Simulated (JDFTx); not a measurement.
## Ag(100) as an electrode

Ag(100) slab cut from bulk Ag (space group Fm-3m, indices of the conventional cell, lattice of the Materials Project entry mp-124, not re-optimised): 4 atoms in 4 planes, a 1x1 cell of 8.42 Å² (|a| = 2.902, |b| = 2.902 Å), 6.2 Å between the outermost planes, cell height 22.2 Å, 8×8×1 k mesh, Fermi smearing 0.01 Ha, no spin polarisation.

Computed with JDFTx (a modified build): PBE, GBRV ultrasoft potentials, plane waves to 20/100 Ha. Outer atoms relaxed in vacuum, keeping the start's symmetry. The same nuclei were then put into each liquid, at zero charge and at set potentials or charges. Both faces are the same ideal termination; reconstructions, overlayers and chemisorbed solvent are outside this model. Potentials refer to SHE, placed 4.44 V below the bulk liquid's zero by convention. Convergence in thickness and k mesh wasn't tested for this slab.

In vacuum the work function is 4.30 eV, which would put the uncharged electrode at -0.14 V vs SHE if the liquid did nothing. Each liquid moves the Fermi level of the neutral slab, now counted from the bulk liquid: linear PCM (GLSSA13), water, 1 M KCl by 0.26 eV, to a potential of zero charge of -0.40 V; SCCS (g09 parameters), water, 1 M KCl by 0.12 eV, to a potential of zero charge of -0.27 V; CANDLE, acetonitrile, 1 M KF by 0.21 eV, to a potential of zero charge of -0.35 V. The models of water differ by 0.13 V among themselves. Outside water the SHE scale is nominal.

Charging:

| liquid | U − U_pzc (V) | σ (μC/cm²) | σ/(U − U_pzc) (μF/cm²) | Δγ (mJ/m²) |
|---|---|---|---|---|
| linear PCM (GLSSA13), water | -1.01 | -15.0 | 15 | -79 |
| linear PCM (GLSSA13), water | -0.90 | -13.6 | 15 | -64 |
| linear PCM (GLSSA13), water | -0.70 | -10.8 | 15 | -39 |
| linear PCM (GLSSA13), water | -0.50 | -8.0 | 16 | -20 |
| linear PCM (GLSSA13), water | -0.15 | -2.5 | 17 | -2 |
| linear PCM (GLSSA13), water | 0.90 | 17.5 | 19 | -76 |
| SCCS (g09 parameters), water | -0.38 | -4.2 | 11 | -8 |
| SCCS (g09 parameters), water | -0.18 | -2.1 | 11 | -2 |
| CANDLE, acetonitrile | 0.30 | 3.2 | 10 | -5 |

The mean capacitance runs from 10 to 19 μF/cm². Δγ, the grand free energy per area against the neutral surface, is negative throughout, since charging at a held potential lowers it. The cavity function reaches one half at 2.5 Å (linear PCM (GLSSA13), water), 2.7 Å (SCCS (g09 parameters), water), 3.9 Å (CANDLE, acetonitrile) above the top atoms; the models define their cavities differently. CANDLE's negatively charged runs are left out, as they depend on the cell height. No specific adsorption of ions or solvent is in these numbers.
